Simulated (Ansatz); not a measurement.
One input, then a changed one: Rh (fcc type)

First run: DFT, LDA, PAW with Ansatz's default frozen-core files, scalar-relativistic (Ansatz 0.2.0).

Command: `ansatz run input.yaml --threads 1 --pin off --max-ram 2048MiB --backend cpu --events-out ev --progress --plain --runs-dir out` It took 1.6 s on 1 thread of Intel(R) Xeon(R) Platinum 8488C (Sapphire Rapids) (shared host), peak memory 0.33 GiB.

```yaml
crystal:
  lattice:
    - [0.0, 1.6821955841, 1.6821955841]
    - [1.6821955841, 0.0, 1.6821955841]
    - [1.6821955841, 1.6821955841, 0.0]
  atoms:
    - { symbol: Rh, position: [0.0, 0.0, 0.0] }
kpoints:
  mp_grid: { grid: [17, 17, 17] }
scf:
  occupations: { method: fermi_dirac, width: 0.05 }
hamiltonian:
  xc: lda
  pseudopotentials: { kind: paw }
output:
  forces: true
  stress: true
  eigenvalues: true
  populations: true
```

The base cell comes from a relaxation on PAW files under the same functional, and the cell shown is scaled from it.

This run: volume at 0.72 of the series' base cell.

It converges in 6 SCF iterations at a pressure of 233.6 GPa, cutoff 420 eV.

The input is then changed:

```diff
   occupations: { method: fermi_dirac, width: 0.05 }
+  mixing: { preconditioner: local_kerker }
 hamiltonian:
   xc: lda
-  pseudopotentials: { kind: paw }
+  pseudopotentials: { kind: paw_fr }
 output:
   populations: true
+magnetization:
+  noncollinear: true
+  spin_orbit: true
```

Predict the outcome of the changed run.

It converges in 7 SCF iterations at a pressure of 233.8 GPa, cutoff 420 eV. More than one line changes, and not each need have an effect.
